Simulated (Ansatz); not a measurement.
KMgF₃ (cubic perovskite, space group No. 221) under volume change, DFT-PBE in the program Ansatz with PAW potentials, scaled uniformly.

```tsv
V (Å³/atom)	E − E(relaxed) (meV/atom)	P (GPa)
12.128	26.5	7.70
12.528	?	?
12.928	2.6	2.16
13.328	0.0	0.00
13.728	2.3	-1.83
14.127	?	?
14.527	19.0	-4.72
```

Q: Complete the blanks.

A: 
- 12.528, E − E(relaxed) (meV/atom): 11.0
- 12.528, P (GPa): 4.70
- 14.127, E − E(relaxed) (meV/atom): 8.9
- 14.127, P (GPa): -3.39

Q: What does a third-order Birch–Murnaghan fit give for V₀, B₀ and B′?

A: V₀ = 13.33 Å³/atom, B₀ = 66.2 GPa, B′ = 4.4.

Space group Pm-3m (cubic perovskite). The cell was relaxed with PBE under the symmetry of its start.

Potentials: the later of the program's two PAW sets.
